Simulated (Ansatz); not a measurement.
LaN:
```xyz
4
Lattice="4.4434 0.0000 0.0000 0.0000 4.4434 0.0000 0.0000 0.0000 3.6972" Properties=species:S:1:pos:R:3 pbc="T T T"
La     2.2217     0.0000     0.9922
La     0.0000     2.2217     2.7050
N      2.2217     2.2217     0.0000
N      0.0000     0.0000     0.0000
```

Relaxed with r²SCAN. Special points in fractions of this cell's reciprocal vectors: Γ (0.000, 0.000, 0.000); X (0.000, 0.500, 0.000); M (0.500, 0.500, 0.000); Z (0.000, 0.000, 0.500); R (0.000, 0.500, 0.500); A (0.500, 0.500, 0.500).

Question: List the band energies nearest the valence-band maximum at these points for the program Ansatz at the r²SCAN with spin–orbit coupling level (PAW).

Answer: In eV from the valence-band maximum; about four levels below and three above (degenerate sets whole), none deeper than 8.9 eV; points with the same levels are listed once.

```tsv
k	below	above
Γ	-0.34 -0.34 -0.25 -0.25	1.86 1.86 2.41 2.41
X	-1.03 -1.03 -1.03 -1.03	2.29 2.29 2.29 2.29
M	-0.64 -0.64 -0.64 -0.64	2.10 2.10 2.10 2.10
Z	-1.42 -1.42 -1.40 -1.40	2.89 2.89 3.40 3.40
R	-1.33 -1.33 -1.33 -1.33	3.63 3.63 3.63 3.63
A	-1.18 -1.18 -1.18 -1.18	3.17 3.17 3.17 3.17
```

Space group P4/nmm. The first step of the workflow began from a Materials Project structure, measured or hypothetical; the Crystallography Open Database copy checked does not list it. COD files the formula under space group No. 225. Its standing as an ambient phase is unchecked. The cell was relaxed with r²SCAN under the symmetry of its start. At this level the phase is mechanically unstable.

Potentials: the later of the program's two PAW sets.
